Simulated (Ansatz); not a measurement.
# Coordination and ⁶¹Ni quadrupole coupling in SiNi2 at a changed volume

Cell: a COD entry, relaxed with PBE at fixed cell and then changed (volume scaled by 0.94, ions relaxed).

```cif
data_SiNi2
_symmetry_space_group_name_H-M 'Pnma'
_symmetry_Int_Tables_number 62
_cell_length_a 4.8881
_cell_length_b 3.6441
_cell_length_c 6.9159
_cell_angle_alpha 90.000
_cell_angle_beta 90.000
_cell_angle_gamma 90.000
loop_
_atom_site_label
_atom_site_type_symbol
_atom_site_symmetry_multiplicity
_atom_site_Wyckoff_symbol
_atom_site_fract_x
_atom_site_fract_y
_atom_site_fract_z
Si Si 4 c 0.2933 0.2500 0.3874
Ni5 Ni 4 c 0.9566 0.2500 0.7915
Ni9 Ni 4 c 0.3296 0.2500 0.0611
```

One atom of each set is listed.

Method: Kohn–Sham DFT in Ansatz, PBE, plane waves and PAW, scalar-relativistic, collinear spin, 420 eV cutoff, Γ-centred 9×12×6 k-points, Fermi–Dirac smearing 0.05 eV. Start moments as typed (μB): 1.5 on each Ni, none on the rest.

Q(⁶¹Ni) = 162.0 mb.

Task: Rank these Ni sites by |C_Q|, smallest first.
A. Ni9: 5 Si at 2.26–2.65 Å, 8 Ni at 2.51–2.64 Å
B. Ni5: 5 Si at 2.29–2.52 Å, 8 Ni at 2.51–2.64 Å

Result: A (5.13 MHz, η = 0.45), B (8.82 MHz, η = 0.74).

The run finds no gap above 0.1 eV (a metal, or nearly one), so the gradients can move by 10 % or more with the k-mesh. With these PAW files V_zz is typically within 2 to 3 % of all-electron values, but misses above 10 % occur on Ni. At this changed cell the PBE pressure is 17 GPa. The start moments die out, and the run ends without spin.
